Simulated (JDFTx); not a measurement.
System: Zn(0001) (P6_3/mmc bulk; lattice of mp-79, not re-optimised at this level), 1x1 cell of 4 atoms in 4 planes, area 5.92 Å² a face, 7.4 Å between the outermost planes in a cell 23.3 Å high; k mesh 10×10×1, Fermi width 0.01 Ha, no spin polarisation.

Computed with JDFTx (a modified build): PBE, GBRV ultrasoft potentials, plane waves to 20/100 Ha. Liquid on both sides: linear PCM (GLSSA13), water, 1 M NaF; nuclei fixed. 

Charging data:

```tsv
U − U_pzc (V)	σ (μC/cm²)
-0.90	-11.76
-0.70	-9.26
-0.60	-8.00
0.00	0.00
0.30	4.38
0.50	7.44
0.90	14.02
```

Worked example: a check of Lippmann's equation. The grand free energy per area against the neutral slab, Δγ = [F(N) − F(N₀) − μ(N − N₀)]/2A, is taken from the total energies of the same runs.

| U − U_pzc (V) | Δγ (mJ/m²) |
|---|---|
| -0.90 | -54.0 |
| -0.70 | -32.9 |
| -0.60 | -24.3 |
| 0.00 | 0.0 |
| 0.30 | -6.6 |
| 0.50 | -18.4 |
| 0.90 | -61.1 |

Δγ is largest at zero charge and falls away from it, as dγ/dU = −σ demands. At 0.90 V the computed -61.1 mJ/m² stands beside -63.3 mJ/m² from the constant-capacitance formula.
